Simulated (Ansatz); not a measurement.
ZnCu:
```yaml
crystal:
  lattice:
    - [2.90800, 0.00000, 0.00000]
    - [0.00000, 2.90800, 0.00000]
    - [0.00000, 0.00000, 2.90800]
  atoms:
    - { symbol: Cu, position: [0.00000, 0.00000, 0.00000] }
    - { symbol: Zn, position: [0.50000, 0.50000, 0.50000] }
```

Relaxed with PBEsol. Special points in fractions of this cell's reciprocal vectors: Γ (0.000, 0.000, 0.000); X (0.000, 0.500, 0.000); M (0.500, 0.500, 0.000); R (0.500, 0.500, 0.500).

Question: List the band energies nearest the Fermi level at these points for PBEsol (plane waves, PAW; program Ansatz).

Answer: In eV from the Fermi level; about four levels below and three above (degenerate sets whole), none deeper than 8.9 eV; points with the same levels are listed once.

```tsv
k	below	above
Γ	-3.67 -3.67 -2.77 -2.77 -2.77	6.27 6.27 6.27
X	-3.38 -3.38 -2.87 -2.02	11.98 11.98 12.54 12.54
M	-2.93 -2.93 -2.52 -2.07 -2.07	1.93 2.20 14.28
R	-4.47 -4.47 -4.47 -2.50 -2.50	4.08 4.37 4.37 4.37
```

Space group Pm-3m (CsCl type). The PBEsol relaxation kept the symmetry of its start; of distortions, only those at the zone centre were tested. The run is not spin-polarised.

Potentials: the later of the program's two PAW sets.
